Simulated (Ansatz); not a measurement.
Input file for Ansatz (a program for electronic structure):

Ansatz 0.2 input:
```yaml
crystal:
  lattice:
    - [0.0, 2.3833668797, 2.3833668797]
    - [2.3833668797, 0.0, 2.3833668797]
    - [2.3833668797, 2.3833668797, 0.0]
  atoms:
    - { symbol: Ca, position: [0.0, 0.0, 0.0] }
    - { symbol: O, position: [0.5, 0.5, 0.5] }
kpoints:
  mp_grid: { grid: [10, 10, 10] }
hamiltonian:
  xc: pbesol
  pseudopotentials: { azcp: { folder: ./paw }, kind: paw }
scf:
  occupations: { method: fixed }
dielectric: {}
```

Output (shortened):

```
Pseudopotential: Ca, paw, valence charge 10
Pseudopotential: O, paw, valence charge 6
Functional definition: PBEsol
Crystal: 2 atoms, lattice volume = 27.077 Å³
Basis set: ecut = 420 eV, 531 PW (Γ), exchange–correlation on 48×48×48 points (8 copies of the dense FFT grid, shifted against one another)
Bands: 12, of which v1, the nominal top of the filled ones, is band 8 counted from 1 (7 counted from 0)
Symmetry: 48 space group operations
k-points: 102 of 1000 (irreducible under 8 space group operations, time reversal used)
SCF iter   1: F=—  HF=-2358.821490 eV  |F-HF|=—  |Δ(HF+E_count)|=         —  Δρ=1.13e-1  dr2=3.12e0  ethr=3.10e-3  ⟨swp⟩=4.1  Hψ=7195  notcnv=0  defer=8
preconditioner: auto → none
SCF iter   2: F=—  HF=-2358.679987 eV  |F-HF|=—  |Δ(HF+E_count)|=   1.42e-1  Δρ=1.01e-1  dr2=2.58e0  ethr=3.10e-3  ⟨swp⟩=3.0  Hψ=3436  notcnv=0  defer=175
SCF iter   3: F=—  HF=-2358.089922 eV  |F-HF|=—  |Δ(HF+E_count)|=   5.90e-1  Δρ=1.64e-2  dr2=6.65e-2  ethr=3.10e-3  ⟨swp⟩=2.9  Hψ=2137  notcnv=0  defer=85
SCF iter   4: F=—  HF=-2358.109905 eV  |F-HF|=—  |Δ(HF+E_count)|=   2.00e-2  Δρ=5.04e-3  dr2=4.17e-3  ethr=4.15e-4  ⟨swp⟩=2.7  Hψ=2635  notcnv=0  defer=189
SCF iter   5: F=—  HF=-2358.112076 eV  |F-HF|=—  |Δ(HF+E_count)|=   2.17e-3  Δρ=9.04e-4  dr2=1.72e-4  ethr=2.61e-5  ⟨swp⟩=2.0  Hψ=1763  notcnv=0  defer=199
SCF iter   6: F=—  HF=-2358.112055 eV  |F-HF|=—  |Δ(HF+E_count)|=   2.03e-5  Δρ=7.01e-5  dr2=6.79e-7  ethr=1.08e-6  ⟨swp⟩=2.0  Hψ=1738  notcnv=0  defer=191
SCF iter   7: F=—  HF=-2358.112056 eV  |F-HF|=—  |Δ(HF+E_count)|=   1.07e-6  Δρ=7.71e-6  dr2=1.59e-8  ethr=4.24e-9  ⟨swp⟩=2.5  Hψ=1981  notcnv=0  defer=10
SCF iter   8: F=—  HF=-2358.112056 eV  |F-HF|=—  |Δ(HF+E_count)|=   4.93e-9  Δρ=1.39e-6  dr2=7.81e-10  ethr=9.91e-11  ⟨swp⟩=2.7  Hψ=2029  notcnv=0  defer=10
SCF iter   9: F=-2358.112056 eV  HF=-2358.112056 eV  |F-HF|=3.37e-11  |Δ(HF+E_count)|=  7.78e-11  Δρ=3.09e-7  dr2=3.98e-11  ethr=1.00e-12  ⟨swp⟩=3.8  Hψ=4802  notcnv=0
SCF 1 converged in 9 iterations: F = -2358.112056 eV  dr2 = 3.98e-11
NSCF: frozen V_eff on 2 k-points
DFPT response loops at Γ: preconditioner auto → none (the input reference at scf.mixing.eps_inf says where Resta's filter doesn't serve); β = 0.50 …
SCF converged after 9 iterations
Free energy (F): -2358.112056 eV
Harris-Foulkes:  -2358.112056 eV  (|F-HF|=3.37e-11)
Internal energy: -2358.112056 eV  (E = F + TS)
E sigma→0 (E₀):  -2358.112056 eV
Fermi energy:    7.823491 eV
--- Per-component energies (eV) ---
  E_band       = -96.684561
  E_kinetic    = 424.976479
  E_local      = -877.288808  (includes V_loc(G=0)·N_el)
  E_nonlocal   = 143.736597
  E_hartree    = 289.273384
  E_xc         = -199.339421
  E_vxc        = -251.471943  (∫ρ·V_xc dr)
  E_paw        = -1000.293094  (= ΣΔE_a)
  E_vpaw       = -115.184370  (= ΣTr[D̂ρ^β])
  E_aug_tail   = 0.000755  (compensation charges beyond the density's cutoff)
  E_ewald      = -1139.332029
  E_core_change = 0.154082  (= ΣΔE_core)
  E_smearing   =  0.000000  (= −TS)
  E_closure    =  0.000000  (closes the sum)
  Σ components = -2358.112056   (vs F -2358.112056, Δ=0.00e0)
  [band-id]    e_kinetic+e_local+e_nonlocal+2·e_hartree+e_vxc+e_vpaw+e_augmentation_tail = -96.684524   (vs E_band -96.684561, Δ=3.65e-5)
--- Band table (eV; the first three rows and the last of 102) ---
  k-point 0: bands = ["-29.4667", "-10.2900", "-10.2900", "-10.2900", "-7.6531", "7.8235", "7.8235", "7.8235", "12.6045", "14.0903", "14.0903", "14.0903"]
  k-point 1: bands = ["-29.4555", "-10.4578", "-10.2956", "-10.2956", "-7.4799", "7.4485", "7.6768", "7.6768", "13.0717", "14.0500", "14.2692", "14.2692"]
  k-point 2: bands = ["-29.4260", "-10.8269", "-10.3102", "-10.3102", "-7.0958", "6.6484", "7.3261", "7.3261", "13.9627", "14.2370", "14.7640", "14.7640"]
  k-point 101: bands = ["-29.3114", "-10.8233", "-10.7655", "-10.6931", "-7.0023", "6.5700", "6.6461", "6.8872", "13.3355", "15.0214", "16.3915", "17.5979"]
--- Dielectric response (ions clamped): 1 representative field direction + reference, on 102 of 1000 k-points (Σ response iterations 7) ---
  ε∞ (high-frequency dielectric tensor):
        3.856061     0.000000     0.000000
        0.000000     3.856061     0.000000
        0.000000     0.000000     3.856061
  Born effective charges Z* (e; rows j = field, columns β = displacement):
    site 0:
         2.36073    0.00000    0.00000
         0.00000    2.36073    0.00000
         0.00000    0.00000    2.36073
    site 1:
        -2.36073    0.00000    0.00000
         0.00000   -2.36073    0.00000
         0.00000    0.00000   -2.36073
  Z* charge neutrality: 8.123e-6 e pre-enforcement
  k-mesh period / interband length: 33.7 Å / 1.40 Å = 24.07 at k = (0.0000, 0.0000, 0.0000), direct gap 4.781 eV — 14 or more, which is no proof of convergence
```

Cost: very roughly 9 core-seconds on shared cores.

Space group Fm-3m (rock salt). The PBEsol relaxation kept the symmetry of its start. The volume moved by -56 % from the start of the relaxation.

Potentials: the earlier of the program's two PAW sets. The files were generated under PBE; for other functionals the program regenerates the frozen cores, and for LDA and PBEsol the local potential too.

Ansatz is a plane-wave DFT program.
